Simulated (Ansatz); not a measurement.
Relaxing Al (fcc)

**What was measured.** “The interpretation of polycrystalline coherent inelastic neutron scattering from aluminium”, 2013, pmc:3831299 quotes, for a bulk crystal of Al: lattice constant a 4.0495 Å.

Computed with Ansatz (plane waves, PAW, 420 eV cutoff): PBE, scalar-relativistic, no spin polarisation, 18×18×18 k-mesh, Gaussian smearing of 0.05 eV; PAW files: Ansatz's generated set soft_2.

The start:

```
CELL_PARAMETERS angstrom
0.00000 2.02500 2.02500
2.02500 0.00000 2.02500
2.02500 2.02500 0.00000
ATOMIC_POSITIONS crystal
Al 0.00000 0.00000 0.00000
```

The runs in order:

```tsv
run	level	k-mesh	kind	V (Å³/atom)	P (GPa)	E − E(final) (meV/atom)	gap on the mesh (eV)
1	PBE	18×18×18	fixed cell	16.61	-0.4	0.1	metal
2	PBE	18×18×18	fixed cell	16.56	-0.2	0.0	metal
3	PBE	18×18×18	fixed cell	16.51	0.0	0.0	metal
```

The final structure (symmetry read at 0.01 Å). Symmetry: Fm-3m, No. 225, cubic system. Conventional cell: a = 4.042 Å, b = 4.042 Å, c = 4.042 Å, α = 90.00°, β = 90.00°, γ = 90.00°. Al (site symmetry m-3m) is surrounded by 12 Al at 2.86 Å. (Neighbours are counted to 15 % beyond the shortest distance.)

- At the final geometry the gap, band path included, is zero (metallic).

**What lies behind the numbers.**

The calculation's cell holds 3 valence electrons, an odd number. Without magnetic order each band takes two, so one stays part-filled and the crystal must be a metal.

**Against experiment.** A measured lattice constant a of Al is 4.0495 Å (quoted in “The interpretation of polycrystalline coherent inelastic neutron scattering from aluminium”, 2013, pmc:3831299); the calculated 4.042 Å misses it by -0.2 %. The calculation is for a static lattice, without zero-point motion or thermal expansion.
